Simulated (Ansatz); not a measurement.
AlN in space group P6_3mc (No. 186; Pearson symbol hP12), DFT-PBE in the program Ansatz with PAW potentials. The conduction-band minimum lies at M, with 3 equivalent valleys. Second derivatives d²E/dk² of the lowest band at one valley (eV·Å²), along Cartesian directions:

```tsv
direction	d²E/dk²
[100]	19.94
[010]	14.20
[001]	7.728
[110]	17.07
[101]	13.84
[011]	10.96
```

**Question.** Find the principal effective masses, the density-of-states mass and the conductivity mass.

**Answer.** Off-diagonal terms follow from H_xy = H[110] − (H_xx + H_yy)/2, and m*/mₑ = 7.620 eV·Å² over each eigenvalue: 0.38, 0.54, 0.99. One valley's DOS mass (m₁m₂m₃)^(1/3) = 0.59, conductivity mass 3/(Σ 1/mᵢ) = 0.55 mₑ.

**Question.** What effective density of states Nc follows at 300 K for parabolic valleys?

**Answer.** Nc = 2.509e19 × 3 × (0.59)^(3/2) ≈ 3.4e19 cm⁻³.

**Question.** With the computed static dielectric constant 8.71 (mean of the diagonal), estimate a hydrogenic donor's binding energy and radius.

**Answer.** E = 13.606 eV × 0.55/8.71² ≈ 99 meV; a = 0.529 Å × ε/m* ≈ 8.4 Å. Semilocal masses tend to be too small where the gap is.

A made-up cell: these elements were put on the sites of a structure type. Its sites differ from those of the usual phase in this space group: another stacking or structure type. The cell was relaxed with PBE under the symmetry of its start; phonons on a q-mesh show no instability.

Potentials: the later of the program's two PAW sets.
